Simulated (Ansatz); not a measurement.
## WS₂ at a changed volume — field gradients at the nuclei

The cell is an entry of the Crystallography Open Database (COD), relaxed with PBE at fixed cell and then changed (volume scaled by 0.98, ions relaxed).

```cif
data_WS2
_symmetry_space_group_name_H-M 'P6_3/mmc'
_symmetry_Int_Tables_number 194
_cell_length_a 3.1320
_cell_length_b 3.1320
_cell_length_c 12.2403
_cell_angle_alpha 90.000
_cell_angle_beta 90.000
_cell_angle_gamma 120.000
loop_
_atom_site_label
_atom_site_type_symbol
_atom_site_symmetry_multiplicity
_atom_site_Wyckoff_symbol
_atom_site_fract_x
_atom_site_fract_y
_atom_site_fract_z
W W 2 c 0.3333 0.6667 0.2500
S S 4 f 0.3333 0.6667 0.6207
```

One atom of each set is listed.

Method: Kohn–Sham DFT in Ansatz, PBE, plane waves and PAW, scalar-relativistic, collinear spin, 420 eV cutoff, Γ-centred 16×16×4 k-points, Fermi–Dirac smearing 0.02 eV. Start moments as typed (μB): 2 on each W, none on the rest.

Conventions: |V_zz| ≥ |V_yy| ≥ |V_xx|, η = (V_xx − V_yy)/V_zz, C_Q = eQV_zz/h.

³³S: I = 3/2, Q = -69.40 mb. Q values from Pyykkö, Mol. Phys. 116, 1328 (2018).

```tsv
site	atoms	first shell	V_xx, V_yy, V_zz (10²¹ V/m²)	η	C_Q (MHz)
W	2	6 S at 2.40 Å	8.20, 8.20, -16.40	0.00	–
S	4	3 W at 2.40 Å; also 7 S at 3.13–3.17 Å	2.03, 2.03, -4.07	0.00	6.83
```

An axis of threefold or higher order runs through W and S, so V_zz lies along it and η is zero.

W has no stable isotope with a ground-state quadrupole moment in the table, so no C_Q is given.

Without spin–orbit coupling the gradients at and beside W can be off by some per cent, at some sites by more. At this changed cell the PBE pressure is 6 GPa. The start moments die out, and the run ends without spin.

The relaxation (4 steps) took 78 s of wall time (78 s of CPU time) and 0.86 GiB at its peak, on 1 thread of Intel Xeon Platinum 8488C (Sapphire Rapids) (x86_64; 16 cores open to the job, memory cap 3.0 GiB, no GPU), a shared host with a load of 0.2 a core.
